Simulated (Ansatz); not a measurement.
ZnS (zinc blende): values from a third-order Birch-Murnaghan fit to a volume scan beside measured ones. Computed values: PBEsol (plane waves to 420 eV, PAW, scalar-relativistic; Ansatz, a quantum-chemistry and plane-wave program). The PAW data are Ansatz's earlier set. ZnS was relaxed with its symmetry unable to fall.

```json
[
 {"quantity": "Lattice constant a (Å)", "reference": "5.41", "kind": "measured, room temperature or unstated", "PBEsol": "5.357", "difference": "-1.0 %"},
 {"quantity": "Bulk modulus B₀ (GPa)", "reference": "77.1", "kind": "measured, room temperature or unstated", "PBEsol": "78.9", "difference": "+2.3 %"}
]
```

References as given in: Martin Albrecht, Beate Paulus, Hermann Stoll, Physical review. B, Condensed matter (1997), arXiv:cond-mat/9706128; Cormac Toher, Corey Oses, Jose J. Plata et al., Physical Review Materials (2017), arXiv:1611.05714. Values not taken to low temperature hold thermal and zero-point shifts that a static calculation lacks, so small differences there are no errors of the method.

(Under strain, the slope of the energy per volume gives the stress and its curvature an elastic modulus.)
